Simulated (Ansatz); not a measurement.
Step by step: TiB₂, relaxation of cell and atoms

These are results of DFT, LDA, all-electron LAPW, scalar-relativistic (Ansatz 0.2.0), not measurements.

Command: `ansatz run input.yaml --threads 1 --pin off --max-ram 3072MiB --backend cpu --events-out ev --progress --plain --runs-dir out` The run took 53 s on 1 thread of Arm Neoverse V2 (shared host), peak memory 0.42 GiB.

```yaml
crystal:
  lattice:
    - [3.0657467113, 0.0, 0.0]
    - [-1.5328733556, 2.6550145336, 0.0]
    - [0.0, 0.0, 3.2712563681]
  atoms:
    - { symbol: Ti, position: [0.0, 0.0, 0.0] }
    - { symbol: B, position: [0.3333333333, 0.6666666667, 0.5] }
    - { symbol: B, position: [0.6666666667, 0.3333333333, 0.5] }
kpoints:
  mp_grid: { grid: [12, 12, 10] }
scf:
  occupations: { method: fermi_dirac, width: 0.05 }
hamiltonian:
  xc: lda
  pseudopotentials: { kind: all_electron, lapw: { basis_error: 0.001 } }
output:
  forces: true
  stress: true
relax:
  f_tol: 0.005
  max_steps: 80
  cell: {}
```

Structure from Materials Project entry mp-1145 (possibly hypothetical). The listed cell was then made from it by scaling, straining or moving an atom.

Each frame lists the cell vectors (Å), then Cartesian positions (Å); symmetry keeps all forces zero. Free energies count from the first step, -24527.5581 eV.

The walk took 6 evaluations in all; steps that aren't listed are left out.

Step 1: E = 0.0 meV, P = -19.39 GPa

```
cell 3.0657 0.0000 0.0000 -1.5329 2.6550 0.0000 0.0000 0.0000 3.2713
Ti    0.0000    0.0000    0.0000
B     0.0000    1.7700    1.6356
B     1.5329    0.8850    1.6356
```

Step 2: E = -130.2 meV, P = -3.67 GPa

```
cell 3.0153 0.0000 0.0000 -1.5077 2.6114 0.0000 0.0000 0.0000 3.1529
Ti    0.0000    0.0000    0.0000
B     0.0000    1.7409    1.5765
B     1.5077    0.8705    1.5765
```

Step 3: E = -135.4 meV, P = 0.71 GPa

```
cell 2.9878 0.0000 0.0000 -1.4939 2.5875 0.0000 0.0000 0.0000 3.1663
Ti    0.0000    0.0000    0.0000
B     0.0000    1.7250    1.5831
B     1.4939    0.8625    1.5831
```

(1) How does the relaxation end?

Answers

(1) It converges, with a = 2.994 Å, b = 2.994 Å, c = 3.160 Å, α = 90.00°, β = 90.00°, γ = 120.00° (conventional cell, space group P6/mmm). The last solve (on a basis chosen afresh for the final cell, so its energy is not quite comparable) gives E = -135.9 meV, P = 0.00 GPa:
```
cell 2.9938 0.0000 0.0000 -1.4969 2.5927 0.0000 0.0000 0.0000 3.1599
Ti    0.0000    0.0000    0.0000
B     0.0000    1.7285    1.5799
B     1.4969    0.8642    1.5799
```
